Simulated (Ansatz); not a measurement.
NbC (rock salt, Fm-3m) under volume change, DFT-PBE in the program Ansatz with PAW potentials, scaled uniformly.

```
V (Å³/atom)  E − E(relaxed) (meV/atom)  P (GPa)
-----------  -------------------------  -------
10.262                           100.8    34.54
10.600                               …        …
10.939                            10.0     9.76
11.277                             0.0     0.00
11.615                               …        …
11.953                            34.4   -15.47
12.292                            73.6   -21.56
```

Some entries are withheld; supply them.


- 11.615, E − E(relaxed) (meV/atom): 9.0
- 11.615, P (GPa): -8.34
- 10.600, E − E(relaxed) (meV/atom): 42.4
- 10.600, P (GPa): 21.17

What does a third-order Birch–Murnaghan fit give for V₀, B₀ and B′?

V₀ = 11.28 Å³/atom, B₀ = 300 GPa, B′ = 4.2.

The PBE relaxation kept the symmetry of its start. No spin polarisation was allowed.

Potentials: the later of the program's two PAW sets.
